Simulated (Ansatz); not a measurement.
## Magnetic orders of MnGa3

The calculation used Ansatz, DFT r2SCAN, scalar-relativistic, plane waves, PAW.

```yaml
crystal:
  lattice:
    - [0.00000, 3.24670, 3.24670]
    - [3.24670, 0.00000, 3.24670]
    - [3.24670, 3.24670, 0.00000]
  atoms:
    - { symbol: Ga, position: [0.25000, 0.25000, 0.25000] }
    - { symbol: Ga, position: [0.75000, 0.75000, 0.75000] }
    - { symbol: Ga, position: [0.50000, 0.50000, 0.50000] }
    - { symbol: Mn, position: [0.00000, 0.00000, 0.00000] }
```

* plane-wave cutoff: 500 eV
* Γ-centred k-mesh: 12×12×12
* occupation rule: Gaussian smearing, 0.1 eV
* list of starting moments (μB, in atom order): 0 0 0 4
* check for lower electronic states after the SCF: off

All runs keep this geometry, which isn't relaxed for the lowest state (largest force there 0.031 eV/Å, pressure -1.2 GPa) and needn't be a stable compound; relaxing each order would shift the differences by some 60 meV/atom, going by the pressures and a bulk modulus of about 150 GPa. A propagation vector, in units of the reciprocal vectors, doubles the cell, which takes an equally dense mesh. r2SCAN tends to overstate moments in metals, so a weak moment here may be absent in the real material. Site moments are spin moments in atom-centred spheres that scale with the neighbour distance. The states are those that the runs reached from these starts; a lower one can exist.

Task: Starts tried: no spin; ferromagnetic; antiferromagnetic, doubled cell, propagation vector (0, 0, 1/2). Which state comes out lowest, and what are the moments?

Result: The lowest state is antiferromagnetic, reached from the start “antiferromagnetic, doubled cell, propagation vector (0, 0, 1/2)”, with site moments (μB) Mn +4.09, Mn -4.09.

| start | ends | energy above lowest (meV/atom) | site moments (μB) | gap on mesh (eV) | P (GPa) |
| --- | --- | --- | --- | --- | --- |
| no spin | non-magnetic | 593 | none over 0.05 | metal | -12.9 |
| ferromagnetic | ferromagnetic | 15.5 | Mn +4.11 | metal | -0.7 |
| antiferromagnetic, doubled cell, propagation vector (0, 0, 1/2) | antiferromagnetic | 0.00 | Mn +4.09, Mn -4.09 | metal | -1.2 |

Cost: 3 runs of about 3.2 core-minutes in all, on Intel Xeon Platinum 8488C (Sapphire Rapids) (shared hosts).